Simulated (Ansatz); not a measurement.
SrP:
```cif
data_P6Sr6
_chemical_formula_sum 'Sr6 P6'
_space_group_name_H-M_alt 'P 1'
_space_group_IT_number 1
_cell_length_a 8.07680
_cell_length_b 8.07680
_cell_length_c 6.05115
_cell_angle_alpha 90.000
_cell_angle_beta 90.000
_cell_angle_gamma 120.000
loop_
_space_group_symop_operation_xyz
  'x, y, z'
loop_
_atom_site_label
_atom_site_type_symbol
_atom_site_fract_x
_atom_site_fract_y
_atom_site_fract_z
_atom_site_occupancy
Sr1 Sr 0.00000 0.64021 0.50000 1
Sr2 Sr 0.64021 0.00000 0.50000 1
Sr3 Sr 0.35979 0.35979 0.50000 1
Sr4 Sr 0.00000 0.30515 0.00000 1
Sr5 Sr 0.30515 0.00000 0.00000 1
Sr6 Sr 0.69485 0.69485 0.00000 1
P1 P 0.66667 0.33333 0.19120 1
P2 P 0.66667 0.33333 0.80880 1
P3 P 0.33333 0.66667 0.19120 1
P4 P 0.33333 0.66667 0.80880 1
P5 P 0.00000 0.00000 0.68620 1
P6 P 0.00000 0.00000 0.31380 1
```

Relaxed with r²SCAN. 

HSE06 on this cell (Ansatz, a program for electronic structure, PAW) gives a gap of 1.13 eV. What does r²SCAN give?

0.75 eV.

Cost on shared cores: the r²SCAN run (SCF on a 4×4×5 mesh, then bands and DOS) roughly 7 core-minutes, the HSE06 run (SCF on 3×3×3, then a few points) roughly 9 core-minutes; the tasks are unlike.

Space group P-62m. The workflow started from a Materials Project entry (that database holds measured and hypothetical structures alike); the Crystallography Open Database files this formula in space group No. 189, but the cells were not matched. Whether it is the stable phase at ambient conditions was not checked. The r²SCAN relaxation kept the symmetry of its start; whether a distortion lowers the energy is not shown. Scalar-relativistic: spin–orbit coupling is off unless named, which matters more the heavier the elements.

Potentials: the later of the program's two PAW sets.

Ansatz is a plane-wave DFT program.
